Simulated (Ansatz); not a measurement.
## Zn$_{15}$S$_{16}$: course of a relaxation

All numbers below come from DFT PBE, scalar-relativistic, plane waves, PAW in Ansatz 0.2.0. Settings: 420 eV cutoff, 2×2×2 k-mesh, shifted by half a step, Gaussian smearing of 0.01 eV, collinear spin.

What was changed: Zn vacancy (site a), charge -2, atoms relaxed at the host's cell.

The starting moments were lost, and the run ended without a moment.

In a supercell of 31 atoms the defect feels its periodic images.

Command:

```bash
ansatz run input.yaml --threads 4 --pin off --max-ram 8192MiB --backend cpu --events-out ev --progress --plain --runs-dir out
```

Input:

```yaml
crystal:
  lattice:
    - [-5.4423086076, 5.4423086076, -5.4423086076]
    - [5.4423086076, -5.4423086076, -5.4423086076]
    - [-5.4423086076, -5.4423086076, 5.4423086076]
  atoms:
    - { symbol: Zn, position: [0.2502432157, 0.2505592897, 0.4942755107] }
    - { symbol: Zn, position: [0.0007629406, 0.250388801, 0.7508169463] }
    - { symbol: Zn, position: [0.7444870613, -0.0005502943, 0.2507778898] }
    - { symbol: Zn, position: [0.7439857484, 0.2502334657, 8.3342e-06] }
    - { symbol: Zn, position: [0.5009418395, -0.0001741304, 0.494382448] }
    - { symbol: Zn, position: [0.2572785362, 0.0069431176, 0.7562127993] }
    - { symbol: Zn, position: [0.000802147, 0.7504087046, 0.2508356146] }
    - { symbol: Zn, position: [1.0066663568, 1.0070600093, 1.0072254509] }
    - { symbol: Zn, position: [0.7512277308, 0.7444887519, 0.5013657898] }
    - { symbol: Zn, position: [0.50080682, 0.7504076169, 0.750824403] }
    - { symbol: Zn, position: [0.2497428829, 0.4939758583, 0.2506994987] }
    - { symbol: Zn, position: [0.2573435253, 0.7563447963, 0.0071597549] }
    - { symbol: Zn, position: [-0.0050387486, 0.500902487, 0.5014515746] }
    - { symbol: Zn, position: [0.7517394063, 0.5013449349, 0.7454752783] }
    - { symbol: Zn, position: [0.5005573256, 0.4936036614, -7.56485e-05] }
    - { symbol: S, position: [0.5060619055, 0.0037304513, 0.2552556878], spin: 0.5 }
    - { symbol: S, position: [0.2511754565, 0.0007979751, 0.5003171636] }
    - { symbol: S, position: [0.0013147186, 0.0005039002, 0.7512315842] }
    - { symbol: S, position: [0.7503397448, 0.7495383334, 0.2507057777] }
    - { symbol: S, position: [0.7506136313, 0.0007858894, 0.0011717956] }
    - { symbol: S, position: [0.5006698372, 0.7498109662, 0.5003593632] }
    - { symbol: S, position: [0.2509411705, 0.7510034382, 0.7512229402] }
    - { symbol: S, position: [-9.42854e-05, 0.4999555795, 0.2507118069] }
    - { symbol: S, position: [0.0015845992, 0.7512490761, 0.0012330262] }
    - { symbol: S, position: [0.7506907918, 0.4999576216, 0.5016689019], spin: 0.5 }
    - { symbol: S, position: [0.500834664, 0.5000707144, 0.7502627076] }
    - { symbol: S, position: [0.2515759612, 0.2519773237, 0.2483254918], spin: 0.5 }
    - { symbol: S, position: [0.2511206659, 0.5002663657, 0.001173251] }
    - { symbol: S, position: [0.0002473488, 0.2503029832, 0.5003900278] }
    - { symbol: S, position: [0.7504155817, 0.2504311959, 0.7503030458] }
    - { symbol: S, position: [0.5006397854, 0.2488870798, 0.0039658494], spin: 0.5 }
  host:
    lattice:
      - [0.0, 2.7211543038, 2.7211543038]
      - [2.7211543038, 0.0, 2.7211543038]
      - [2.7211543038, 2.7211543038, 0.0]
    atoms:
      - { symbol: Zn, position: [0.0, 0.0, 0.0] }
      - { symbol: S, position: [0.75, 0.75, 0.75] }
total_charge: -2
basis:
  ecutwfc: 420
  xc_grid: 2
kpoints:
  mp_grid: { grid: [2, 2, 2], shift: [0.5, 0.5, 0.5] }
hamiltonian:
  xc: pbe
scf:
  occupations: { method: gaussian, width: 0.01 }
output:
  forces: true
  stress: false
  eigenvalues: true
  populations: true
  charged_corrections:
    defect_position: [0.5, 0.25, 0.25]
    epsilon: [[9.3731, 0.0, 0.0], [0.0, 9.3731, 0.0], [0.0, 0.0, 9.3731]]
magnetization:
  spin_polarized: true
relax:
  adjacent_minimum: "off"
  f_tol: 0.025
  max_steps: 45
```

F is the free energy.

Steps:

```csv
step,F − F(1) (eV),largest force component (eV/Å)
1,0.0000,0.401
2,-0.0353,0.146
3,-0.0449,0.030
4,-0.0456,0.001
```

Relaxed structure:

```cif
data_structure
_symmetry_space_group_name_H-M 'P 1'
_symmetry_Int_Tables_number 1
_cell_length_a 9.4264
_cell_length_b 9.4264
_cell_length_c 9.4264
_cell_angle_alpha 109.471
_cell_angle_beta 109.471
_cell_angle_gamma 109.471
_cell_volume 644.78
loop_
_atom_site_label
_atom_site_type_symbol
_atom_site_fract_x
_atom_site_fract_y
_atom_site_fract_z
_atom_site_occupancy
Zn1 Zn 0.24869 0.25049 0.49137 1
Zn2 Zn 0.00098 0.25049 0.75098 1
Zn3 Zn 0.74136 0.99824 0.25096 1
Zn4 Zn 0.74134 0.25048 0.99868 1
Zn5 Zn 0.50096 0.99824 0.49134 1
Zn6 Zn 0.26057 0.01010 0.75832 1
Zn7 Zn 0.00097 0.75049 0.25097 1
Zn8 Zn 0.00833 0.01011 0.01057 1
Zn9 Zn 0.75319 0.74311 0.50320 1
Zn10 Zn 0.50097 0.75051 0.75098 1
Zn11 Zn 0.24870 0.49089 0.25096 1
Zn12 Zn 0.26055 0.75785 0.01055 1
Zn13 Zn 0.99361 0.50273 0.50320 1
Zn14 Zn 0.75319 0.50273 0.74360 1
Zn15 Zn 0.50096 0.49090 0.99871 1
S1 S 0.50095 0.00631 0.25094 1
S2 S 0.25126 0.00078 0.50017 1
S3 S 0.00204 0.00128 0.75205 1
S4 S 0.75067 0.74940 0.25097 1
S5 S 0.75017 0.00080 0.00126 1
S6 S 0.50096 0.74940 0.50066 1
S7 S 0.25175 0.75157 0.75204 1
S8 S 0.99985 0.50019 0.25095 1
S9 S 0.00203 0.75158 0.00175 1
S10 S 0.74512 0.49464 0.49512 1
S11 S 0.50096 0.50021 0.74988 1
S12 S 0.25680 0.25050 0.25099 1
S13 S 0.25125 0.49971 0.00126 1
S14 S 0.99986 0.25049 0.50067 1
S15 S 0.75067 0.25048 0.74986 1
S16 S 0.50097 0.25051 0.00681 1
```

The run converged. The run took 5.4 min on 4 threads of Intel(R) Xeon(R) Processor @ 2.50GHz (Skylake/Cascade Lake), with other jobs on the host, peak memory 2.5 GiB.